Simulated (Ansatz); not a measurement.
Si2Ni:
```
Si2Ni
1.0
    0.00000     4.20864     4.46447
    2.03370     0.00000     4.46447
    2.03370     4.20864     0.00000
Si Ni
4 2
Cartesian
  2.03370   5.53952   4.46447
  2.03370   2.87775   4.46447
  3.05056   4.98206   6.69670
  3.05056   7.64384   6.69670
  0.00000   0.00000   0.00000
  1.01685   2.10432   2.23223
```

Relaxed with PBE. Special points in fractions of this cell's reciprocal vectors: Γ (0.000, 0.000, 0.000); Y (0.500, 0.000, 0.500); T (1.000, 0.500, 0.500); Z (0.500, 0.500, 0.000); Σ0 (0.000, 0.360, 0.360); U0 (1.000, 0.640, 0.640); C0 (0.500, 0.244, 0.744); A0 (0.500, 0.756, 0.256); L (0.500, 0.500, 0.500).

Problem. List the band energies nearest the Fermi level at these points for PBE (plane waves, PAW; program Ansatz).

Solution. In eV from the Fermi level; about four levels below and three above (degenerate sets whole), none deeper than 8.9 eV; points with the same levels are listed once.

```
k                     below                above
--  -----------------------  -------------------
Γ   -0.83 -0.58 -0.31 -0.24       0.23 0.85 0.91
Y   -1.27 -1.27 -1.20 -1.20  0.46 0.46 3.08 3.08
T   -2.62 -2.62 -1.62 -1.62  1.44 1.44 1.54 1.54
Z   -0.84 -0.84 -0.08 -0.08  2.05 2.05 3.62 3.62
Σ0  -2.34 -1.67 -1.48 -0.36       0.00 0.63 2.13
C0  -1.01 -1.01 -0.11 -0.11  0.98 0.98 4.62 4.62
L   -1.82 -1.70 -1.28 -0.23       0.70 1.08 1.71
```

Space group Fddd. A made-up cell: these elements were put on the sites of a structure type; neither database checked (COD, Materials Project) lists it. It is not the phase usual at ambient conditions (space group No. 225). The PBE relaxation kept the symmetry of its start; whether a distortion lowers the energy is not shown. The workflow began spin-polarised and lost its moments.

Potentials: the later of the program's two PAW sets.
